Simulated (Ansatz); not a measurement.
CdSe (zinc blende, F-43m), plane-wave PAW PBE (Ansatz code). The conduction-band minimum lies at Γ, with 1 equivalent valley. Second derivatives d²E/dk² of the lowest band at one valley (eV·Å²), along Cartesian directions:

```json
[
 {"direction": "[100]", "d²E/dk²": "147.5"},
 {"direction": "[010]", "d²E/dk²": "147.5"},
 {"direction": "[001]", "d²E/dk²": "147.5"},
 {"direction": "[110]", "d²E/dk²": "147.4"},
 {"direction": "[101]", "d²E/dk²": "147.4"},
 {"direction": "[011]", "d²E/dk²": "147.4"}
]
```

Q: Find the principal effective masses, the density-of-states mass and the conductivity mass.

A: Off-diagonal terms follow from H_xy = H[110] − (H_xx + H_yy)/2, and m*/mₑ = 7.620 eV·Å² over each eigenvalue: 0.052, 0.052, 0.052. One valley's DOS mass (m₁m₂m₃)^(1/3) = 0.052, conductivity mass 3/(Σ 1/mᵢ) = 0.052 mₑ.

Q: What effective density of states Nc follows at 300 K for parabolic valleys?

A: Nc = 2.509e19 × 1 × (0.052)^(3/2) ≈ 3.0e17 cm⁻³.

The cell was relaxed with PBE under the symmetry of its start. Spin–orbit coupling is left out wherever it is not named.

Potentials: the later of the program's two PAW sets.

Edges and masses are those of Kohn–Sham bands, whose gap is no quasiparticle gap.
